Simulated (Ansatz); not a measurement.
# SbMo (CsCl type) under strong compression

```yaml
crystal:
  lattice:
    - [3.26284, 0.00000, 0.00000]
    - [0.00000, 3.26284, 0.00000]
    - [0.00000, 0.00000, 3.26284]
  atoms:
    - { symbol: Mo, position: [0.00000, 0.00000, 0.00000] }
    - { symbol: Sb, position: [0.50000, 0.50000, 0.50000] }
```

The cell comes from a relaxation on PAW files under the same functional, begun from a prototype that needn't be the stable phase.

Its volume is scaled at fixed shape and fractional positions.

Computed with Ansatz 0.2.0; functional LDA, scalar-relativistic. Settings: a Γ-centred 13×13×13 k mesh, Fermi–Dirac smearing of 0.08 eV, no spin polarisation. Methods: LAPW: all electrons, basis error target 1 meV/atom; PAW: frozen-core files, cutoff 420 eV; crystal datasets: all electrons, by PAW datasets that the program makes for each cell; norm-conserving: pseudopotentials, cutoff 1143 eV; PAW (partial waves polarizable): frozen-core files, cutoff 420 eV.

Energies are extrapolated to zero smearing and count from the unscaled cell; pressure is positive in compression; gaps take the mesh and a band path. No temperature or zero-point motion is included.

Spin–orbit coupling is left out, which matters for the heavy atoms. The PAW files were made under PBE.

```
V/V0  V (Å³/atom)  P LAPW (GPa)  ΔE LAPW (eV/atom)  P PAW − LAPW (GPa)  ΔE PAW − LAPW (meV/atom)
1.00        17.37          0.05              0.000               -0.06                       0.0
0.90        15.63             ?                  ?                   ?                         ?
0.80        13.89          70.5              0.619               -0.11                      -1.7
0.70        12.16         152.1              1.781               -0.14                      -3.0
0.60        10.42         303.7              4.161               -0.16                      -4.6
0.50         8.68         610.7              8.916               -0.39                      -7.3
0.40         6.95          1287             18.680               -1.75                     -16.2
```

Q: Fit the Vinet equation to the LAPW pressures shown (residuals weighted by 1/(|P| + 0.03·Pmax)), and predict the pressure of the withheld row.

A: The fit gives V0 = 17.38 Å³/atom, B0 = 181 GPa and B0′ = 4.99. At 15.63 Å³/atom, x = (V/V0)^(1/3) = 0.9653, and P = 3·B0·(1 − x)/x²·exp[1.5·(B0′ − 1)·(1 − x)] = 24.9 GPa. The run itself gave 25.4 GPa (-1.8 % off) and ΔE = 0.124 eV/atom.

Q: At the smallest volume, how far do crystal datasets and norm-conserving and PAW (partial waves polarizable) lie from LAPW in pressure?

A: crystal datasets: 0.00 GPa; norm-conserving: +20.52 GPa; PAW (partial waves polarizable): -1.75 GPa, on a LAPW pressure of 1287 GPa.

Q: How do the Löwdin populations by LAPW change from the unscaled cell to the last row?

A: Mo 4s 1.96 → 1.82, Mo 5s 0.54 → 0.41, Mo 4p 5.99 → 5.88, Mo 4d 5.71 → 7.34, Sb 4s 1.98 → 1.90, Sb 5s 1.47 → 0.92, Sb 4p 5.99 → 5.95, Sb 5p 3.24 → 2.58, Sb 4d 9.99 → 9.96 electrons an atom. These are projections on the shells that the free atoms fill; 0.12 e a cell lies outside them at the start and 0.25 e at the end.
